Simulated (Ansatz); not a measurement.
Cs$_{2}$Se:
```cif
data_Cs2Se
_chemical_formula_sum 'Cs2 Se1'
_space_group_name_H-M_alt 'P 1'
_space_group_IT_number 1
_cell_length_a 5.86164
_cell_length_b 5.86164
_cell_length_c 5.86164
_cell_angle_alpha 60.000
_cell_angle_beta 60.000
_cell_angle_gamma 60.000
loop_
_space_group_symop_operation_xyz
  'x, y, z'
loop_
_atom_site_label
_atom_site_type_symbol
_atom_site_fract_x
_atom_site_fract_y
_atom_site_fract_z
_atom_site_occupancy
Cs1 Cs 0.25000 0.25000 0.25000 1
Cs2 Cs 0.75000 0.75000 0.75000 1
Se1 Se 0.00000 0.00000 0.00000 1
```

Relaxed with PBEsol. DFT-PBEsol in the program Ansatz with PAW potentials gives a gap of 1.85 eV.

Question: What gap does HSE06 give on the same cell (Ansatz, PAW)?

Answer: 2.74 eV, 0.88 eV more. The hybrid was solved on a coarser mesh and at special points; its gap is the smallest among all of these.

```json
[
 {"k": "Γ", "v1 PBEsol": "-0.63", "c1 PBEsol": "1.85", "v1 HSE06": "-0.64", "c1 HSE06": "2.74"},
 {"k": "X", "v1 PBEsol": "0.00", "c1 PBEsol": "2.63", "v1 HSE06": "[?]", "c1 HSE06": "[?]"},
 {"k": "L", "v1 PBEsol": "-0.29", "c1 PBEsol": "3.47", "v1 HSE06": "[?]", "c1 HSE06": "[?]"},
 {"k": "W", "v1 PBEsol": "-0.04", "c1 PBEsol": "2.86", "v1 HSE06": "[?]", "c1 HSE06": "[?]"},
 {"k": "K", "v1 PBEsol": "-0.09", "c1 PBEsol": "2.78", "v1 HSE06": "[?]", "c1 HSE06": "[?]"}
]
```

Question: Top valence (v1) and lowest conduction level (c1) in eV from each method's valence maximum (which need not be a listed point): supply the withheld HSE06 values.

Answer: 
- X, v1 HSE06: 0.00
- X, c1 HSE06: 3.46
- W, v1 HSE06: -0.03
- W, c1 HSE06: 3.67
- K, v1 HSE06: -0.10
- K, c1 HSE06: 3.61
- L, v1 HSE06: -0.30
- L, c1 HSE06: 4.32

Cost on shared cores: the PBEsol run (SCF on a 6×6×6 mesh, then bands and DOS) about 30 core-seconds (a rough figure), the HSE06 run (SCF on 4×4×4, then a few points) roughly 3 core-minutes; the tasks are unlike.

Space group Fm-3m (anti-fluorite). The workflow started from a Materials Project entry (that database holds measured and hypothetical structures alike); the Crystallography Open Database copy checked does not list it. Its standing as an ambient phase is unchecked. The PBEsol relaxation kept the symmetry of its start; its stability against distortions is not shown here. Scalar-relativistic: spin–orbit coupling is off unless named, which matters more the heavier the elements.

Potentials: the later of the program's two PAW sets.
